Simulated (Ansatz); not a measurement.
One stationary structure of CrCuO₂. These are PBEsol (plane waves to 420 eV, PAW, scalar-relativistic; Ansatz, an electronic-structure program) values and carry that method's errors.

```cif
data_CrCuO2
_chemical_formula_sum 'Cu1 Cr1 O2'
_space_group_name_H-M_alt 'P 1'
_space_group_IT_number 1
_cell_length_a 5.40918
_cell_length_b 5.40918
_cell_length_c 5.40918
_cell_angle_alpha 31.553
_cell_angle_beta 31.553
_cell_angle_gamma 31.553
loop_
_space_group_symop_operation_xyz
  'x, y, z'
loop_
_atom_site_label
_atom_site_type_symbol
_atom_site_fract_x
_atom_site_fract_y
_atom_site_fract_z
_atom_site_occupancy
Cu1 Cu 0.00000 0.00000 0.00000 1
Cr1 Cr 0.50000 0.50000 0.50000 1
O1 O 0.23437 0.23437 0.23437 1
O2 O 0.76563 0.76563 0.76563 1
```

Task: Determine the symmetry and give the standard cell with its independent sites.

Result: Space group R-3m, hexagonal axes (No. 166); a = b = 2.941 Å, c = 15.407 Å, α = β = 90.00°, γ = 120.00°

```json
[
 {"atom": "Cu", "site": "3a", "symmetry": "-3m", "x": "0.0000", "y": "0.0000", "z": "0.0000"},
 {"atom": "Cr", "site": "3b", "symmetry": "-3m", "x": "0.0000", "y": "0.0000", "z": "0.5000"},
 {"atom": "O", "site": "6c", "symmetry": "3m", "x": "0.0000", "y": "0.0000", "z": "0.2344"}
]
```

This is the AFLOW prototype ABC2_hR4_166_a_b_c (F5_1, as in NaCrS2).

Task: Give the shortest distances between elements (the closest pairs, up to four, under 3.6 Å).

Result: Cr–O 1.99 Å; Cu–O 2.28 Å; O–O 2.69 Å; Cu–Cu 2.94 Å.

```json
{
  "volume_per_atom": "9.62 Å³",
  "band_gap": "0.59 eV, indirect (valence top at k = (0.2308, 0.2308, -0.4615), conduction bottom at k = (0.2308, 0.2308, 0.4615)) (no spin-orbit coupling)",
  "magnetic_moment": "net 0.75 μB/atom, ferromagnetic"
}
```

Spin state reached: ferromagnetic (net 0.75 μB/atom), from parallel starting moments; other spin orders were not run from this start. The d or f electrons are treated with no Hubbard U.

The run could not lose the symmetry of its start.

The first start was generated by placing the elements on the sites of a structure type. A measured structure of CrCuO2 has the same space group, R-3m (No. 166); the sites were not compared with it.
